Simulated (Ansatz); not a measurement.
This run works on a generated trial structure, not on a known crystal.

Input and command of a plane-wave DFT calculation in Ansatz:

```yaml
crystal:
  lattice:
    - [2.9057541576, 0.0, 0.0]
    - [-0.0891154891, 2.9051318408, 0.0]
    - [-0.3614900405, -0.5135188514, 10.8176607522]
  atoms:
    - { symbol: Li, position: [0.7757220882, 0.9796619378, 0.8587257492] }
    - { symbol: Ta, position: [0.6391119217, 0.0623283173, 0.382749308] }
    - { symbol: Ta, position: [0.3329847679, 0.4328676362, 0.5965777977] }
    - { symbol: Ta, position: [0.0963454944, 0.5155203029, 0.0861692378] }
    - { symbol: O, position: [0.8464704597, 0.9474316221, 0.6826271359] }
    - { symbol: O, position: [0.6041404336, 0.0259868056, 0.1468600538] }
    - { symbol: O, position: [0.5767760641, 0.4899521658, 0.9510677414] }
    - { symbol: O, position: [0.1284487707, 0.5462512122, 0.2952229063] }
basis:
  ecutwfc: 420
kpoints:
  mp_grid: { grid: [10, 10, 4] }
hamiltonian:
  xc: pbe
scf:
  occupations: { method: gaussian, width: 0.1 }
output:
  forces: true
  stress: true
  eigenvalues: true
relax:
  adjacent_minimum: "off"
  f_tol: 0.01
  max_steps: 80
  cell: { stress_tol: 0.05 }
```

```bash
ansatz run input.yaml --threads 1 --pin off --max-ram 2560MiB --backend cpu --events-out ev --progress --plain --runs-dir out
```

Processor: Intel(R) Xeon(R) Processor @ 2.70GHz, 1 thread, on a host shared with other jobs.

How long does it run, and how much memory does it take?

About 15 min, peak memory 0.81 GiB. It solves 41 bands at 204 k points (after reduction by symmetry) with about 1767 plane waves (on the last cell), in 75 SCF iterations over 13 ionic steps.
